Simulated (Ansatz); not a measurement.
Fcc Pd (111), 5 layers, DFT, PBE, PAW with Ansatz's default frozen-core files, scalar-relativistic (Ansatz 0.2.0), on 2 threads of Intel(R) Xeon(R) Platinum 8488C (Sapphire Rapids) (shared host).

Command: `ansatz run input.yaml --threads 2 --pin off --max-ram 4096MiB --backend cpu --events-out ev --progress --plain --runs-dir out`

```yaml
crystal:
  lattice:
    - [2.7896894585, 0.0, 0.0]
    - [-1.3948447292, 2.4159419397, 0.0]
    - [0.0, 0.0, 25.1111]
  atoms:
    - { symbol: Pd, position: [0.8333333333, 0.1666666667, 0.3190418866] }
    - { symbol: Pd, position: [0.1666666667, 0.8333333333, 0.4097963024] }
    - { symbol: Pd, position: [0.5, 0.5, 0.5000000004] }
    - { symbol: Pd, position: [0.8333333333, 0.1666666667, 0.5902036968] }
    - { symbol: Pd, position: [0.1666666667, 0.8333333333, 0.6809581138] }
kpoints:
  mp_grid: { grid: [17, 17, 1] }
scf:
  occupations: { method: fermi_dirac, width: 0.08 }
hamiltonian:
  xc: pbe
  pseudopotentials: { kind: paw }
output:
  forces: true
  stress: true
  eigenvalues: true
  core_levels:
    shells: { Pd: ["3d"] }
    counted_from: fermi_level
    add_spin: false
  write_density: true
  write_potential: true
  elf: true
  volumetric_format: npy
```

Task: How large is the problem that the program sets up?

Result: 33 irreducible k-points, 3323 plane waves at Γ, 54 bands.

Task: About how long does it take, and how much memory?

Result: 47 s of wall time for 10 SCF iterations, with a peak of 0.65 GiB. Times on shared machines scatter by tens of per cent.
